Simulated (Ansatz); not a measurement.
## Relaxation of Ti$_{2}$O

These are results of Ansatz 0.2.0, DFT r2SCAN, scalar-relativistic, plane waves, PAW, not measurements. Run with 500 eV cutoff, 24×24×12 k-mesh, Gaussian smearing of 0.10 eV, no spin polarisation.

What was changed: biaxial strain in the a-b plane, c and atoms relaxed: -2.0 %.

Command:

```bash
ansatz run input.yaml --threads 1 --pin off --max-ram 2560MiB --backend cpu --events-out ev --progress --plain --runs-dir out
```

Input:

```yaml
crystal:
  lattice:
    - [2.8924060747, 0.0, 0.0]
    - [-1.4462030374, 2.5048971388, 0.0]
    - [0.0, 0.0, 4.8717725079]
  atoms:
    - { symbol: Ti, position: [0.6666666667, 0.3333333333, 0.2701939783] }
    - { symbol: Ti, position: [0.3333333333, 0.6666666667, 0.7298060217] }
    - { symbol: O, position: [0.0, 0.0, 0.0] }
basis:
  ecutwfc: 500
kpoints:
  mp_grid: { grid: [24, 24, 12] }
hamiltonian:
  xc: r2scan
scf:
  occupations: { method: gaussian, width: 0.1 }
output:
  forces: true
  stress: true
  eigenvalues: true
relax:
  adjacent_minimum: "off"
  f_tol: 0.008
  max_steps: 40
  cell: { stress_tol: 0.015, fix: [a, b, gamma] }
```

F is the free energy. Steps run on the plane waves of an earlier cell, but the last one, and at times one on the way, on a freshly chosen basis, so a repeated geometry can differ a little in energy. The held parts of the cell keep their stress, so P needn't end at zero.

Steps:

```
step F − F(1) (eV) largest force component (eV/Å) V (Å³/atom) P (GPa)
   1         0.0000                           0.116       11.766     5.88
   2        -0.0003                           0.031       11.734     6.35
   3        -0.0007                           0.008       11.777     5.54
   4        -0.0007                           0.000       11.771     5.66
   5        -0.0007                           0.000       11.771     5.66
```

Relaxed structure:

```xyz
3
Lattice="2.8924 0.0000 0.0000 -1.4462 2.5049 0.0000 0.0000 0.0000 4.8740" Properties=species:S:1:pos:R:3 pbc="T T T"
Ti    1.4462    0.8350    1.3229
Ti    0.0000    1.6699    3.5511
O     0.0000    0.0000    0.0000
```

Symmetry: P-3m1, No. 164, trigonal system. Conventional cell: a = 2.892 Å, b = 2.892 Å, c = 4.874 Å, α = 90.00°, β = 90.00°, γ = 120.00°. Ti (site symmetry 3m) has 3 O at 2.13 Å as nearest neighbours. O (site symmetry -3m) has 6 Ti at 2.13 Å as nearest neighbours.

The run converged. The run took 2.6 min on 1 thread of Oxide Virtual Turin-like Processor (Zen 5), on a shared host, peak memory 0.89 GiB.